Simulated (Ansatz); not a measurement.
# CdTe (zinc blende), energy over volume and axial ratio

CdTe (zinc blende), conventional cell a = b = c = 6.558 Å, α = β = γ = 90.00°. The calculation uses the primitive cell of 2 atoms, to which meshes and values per cell refer.

Two coordinates are scanned: the volume, and the ratio of the stretch along z (the conventional c axis) to the stretch across it. Atoms keep their fractional coordinates.

Level of theory: r2SCAN (plane waves to 500 eV, PAW, scalar-relativistic; Ansatz, a quantum-chemistry and plane-wave program). k mesh 9×9×9 (Γ-centred), Fermi-Dirac smearing 0.05 eV. E stands for the smeared free energy. Compression counts positive. CdTe was relaxed with its symmetry unable to fall. Spin-orbit coupling is left out, though Te is heavy. ΔE is measured from the relaxed starting cell.

ΔE (meV/atom), with V/V₀ across and (c/a)/(c/a)₀ down:

```csv
(c/a)/(c/a)₀ \ V/V₀,0.920,0.947,0.973,1.000,1.027,1.053,1.080
0.880,44.5,27.4,18.6,16.9,21.4,31.2,45.5
0.920,38.5,20.1,10.3,7.6,11.3,20.3,33.9
0.960,34.6,15.6,5.1,1.9,5.1,13.7,26.9
1.000,33.2,14.0,3.3,0.0,3.0,11.4,24.5
1.040,34.7,15.7,5.2,2.0,5.1,13.7,26.9
1.080,39.5,21.0,10.9,8.2,11.7,20.5,34.1
1.120,47.8,30.1,20.8,18.6,22.7,32.0,46.0
```

σxx (GPa), with V/V₀ across and (c/a)/(c/a)₀ down:

```
(c/a)/(c/a)₀ \ V/V₀  0.920  0.947  0.973  1.000  1.027  1.053  1.080
-------------------  -----  -----  -----  -----  -----  -----  -----
0.880                 3.33   1.73   0.36  -0.82  -1.83  -2.69  -3.43
0.920                 3.64   2.04   0.67  -0.51  -1.52  -2.38  -3.13
0.960                 3.88   2.30   0.93  -0.24  -1.24  -2.11  -2.85
1.000                 4.08   2.51   1.16   0.00  -1.00  -1.86  -2.59
1.040                 4.24   2.69   1.36   0.22  -0.77  -1.62  -2.35
1.080                 4.39   2.86   1.55   0.42  -0.56  -1.39  -2.12
1.120                 4.52   3.02   1.73   0.61  -0.35  -1.17  -1.88
```

Key numbers:

The shear modulus C′ = (C11 − C12)/2 (fit, atoms clamped) is 8.4 GPa. Lowest place on the grid: V/V₀ = 1.000, (c/a)/(c/a)₀ = 1.000 (0.0 meV/atom). Highest place on the grid: V/V₀ = 0.920, (c/a)/(c/a)₀ = 1.120 (47.8 meV/atom).

(A scan under strain: stresses follow from slopes of the energy per volume, elastic moduli from its curvatures.)
